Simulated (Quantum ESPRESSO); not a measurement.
MgHf7, a guest atom moved from site to site

Computed values, not a measurement. The program is pw.x of Quantum ESPRESSO 7.5 (plane-wave density functional theory). The cell is made up: eight metal atoms on a body-centred cubic lattice, with elements, volume, strain and displacements drawn at random and not relaxed, so it may be unstable or far from any real phase. PseudoDojo standard norm-conserving files set the functional (PBE unless stated); there is no spin polarisation or spin-orbit coupling, the Fermi-Dirac width of 0.25 eV means electrons at about 2900 K, and the masses in the input are unused placeholders. Heavy elements are run without spin-orbit coupling, which real alloys of them have. A spin test at this wide smearing found no moment, but such smearing suppresses magnetism that the real alloy may have.

The runs move one Mg atom among sites that otherwise hold Hf. Cell, positions, cutoff, mesh and smearing stay as in the input of run 1; sites are counted in its order. Stress in the tables is positive in tension.

Input of run 1:

```
&control calculation='scf', pseudo_dir='./dojo.nc.sr.pbe.v0_5.standard.upf', outdir='./o', disk_io='minimal', tprnfor=.true., tstress=.true. /
&system ibrav=0, nat=8, ntyp=2, nbnd=64, ecutwfc=84.00895049, nosym=.true., tot_charge=0,
 occupations='smearing', smearing='fd', degauss=0.0183746611
/
&electrons conv_thr=1.470e-08, electron_maxstep=70, mixing_beta=0.5 /
ATOMIC_SPECIES
Hf 1.0 Hf.upf
Mg 1.0 Mg.upf
CELL_PARAMETERS angstrom
-1.7974 -5.3935 1.8509
5.2411 1.8017 1.7111
-3.4999 3.5082 3.5347
ATOMIC_POSITIONS angstrom
Mg 0.0468 -0.0147 0.1316
Hf -1.8326 1.7316 1.7809
Hf 1.6915 1.7546 1.8317
Hf -0.0147 3.7019 3.7272
Hf -1.6036 -1.8765 1.9497
Hf -3.7925 0.0202 3.6199
Hf 1.8087 -1.7121 1.7596
Hf 0.024 -0.0649 3.5866
K_POINTS automatic
5 5 4 1 1 1
```

```
run  elements on sites 1 to 8  free energy less that of run 1 (eV)  -TS (eV)  pressure (GPa)  stress xx (GPa)  stress yy (GPa)  stress zz (GPa)  stress yz (GPa)  stress xz (GPa)  stress xy (GPa)  iterations
  1   Mg Hf Hf Hf Hf Hf Hf Hf                                0.000    -2.440            2.30            -1.73            -3.03            -2.14            -1.53            -0.98             1.18          16
  2   Hf Mg Hf Hf Hf Hf Hf Hf                               -0.213    -2.338            3.05            -2.73            -3.33            -3.08            -1.38            -1.19             1.30          15
  3   Hf Hf Mg Hf Hf Hf Hf Hf                               -0.209    -2.328            2.54            -1.99            -3.20            -2.42            -1.46            -0.99             1.21          15
  4   Hf Hf Hf Mg Hf Hf Hf Hf                               -0.119    -2.419            2.68            -2.39            -3.20            -2.44            -1.24            -0.95             1.32          16
  5   Hf Hf Hf Hf Mg Hf Hf Hf                               -0.098    -2.425            2.75            -2.54            -3.30            -2.43            -1.63            -1.17             1.20          15
  6   Hf Hf Hf Hf Hf Hf Mg Hf                                0.142    -2.517            2.74            -2.44            -3.27            -2.51            -1.48            -0.90             1.36          16
```

Forces Fx Fy Fz (eV/Å):

```
site             run 1              run 2              run 3              run 4              run 5              run 6
   1  -0.17 0.35 -0.15   -0.20 0.44 -0.20    0.22 0.24 -0.17    -0.55 0.53 0.01    0.09 0.13 -0.18   -0.08 0.34 -0.01
   2    0.51 0.07 0.53     0.54 0.10 0.58     0.11 0.03 0.63    0.86 -0.07 0.63     0.32 0.35 0.77     0.47 0.05 0.64
   3   -0.17 0.33 0.87     0.56 0.14 0.81     0.17 0.25 0.63     0.29 0.11 0.81     0.16 0.25 0.73    -0.01 0.49 1.03
   4  0.29 -0.07 -1.62  -0.48 -0.02 -1.57  -0.42 -0.06 -1.49  -0.19 -0.16 -1.47  -0.12 -0.23 -1.78  -0.06 -0.47 -1.74
   5  -1.57 1.28 -0.02   -1.35 0.71 -0.18    -1.30 0.77 0.17    -1.44 0.90 0.03    -1.38 0.80 0.06    -1.73 1.14 0.14
   6  1.59 -1.27 -0.20   1.39 -0.69 -0.03   1.40 -0.71 -0.15   1.54 -0.67 -0.27    1.61 -0.56 0.04   1.92 -0.95 -0.32
   7  -0.37 -0.72 0.62   -0.24 -0.74 0.72    0.00 -1.00 0.50   -0.40 -0.47 0.58   -0.01 -0.82 0.49   -0.27 -0.68 0.52
   8  -0.11 0.02 -0.04   -0.23 0.05 -0.12   -0.21 0.48 -0.11  -0.12 -0.17 -0.31   -0.66 0.06 -0.14   -0.25 0.08 -0.26
```

The sites are displaced and not relaxed, so the energy differences mix bonding between neighbours with strain and are not ordering energies. A rerun of one cell of this series at a higher cutoff and on a denser mesh moved values by no more than 0.002 eV in energy, 0.02 GPa in stress and 0.003 eV/Å in force, and a second program with other atomic files agreed on that cell to 2 % rms in force and 0.5 GPa in pressure.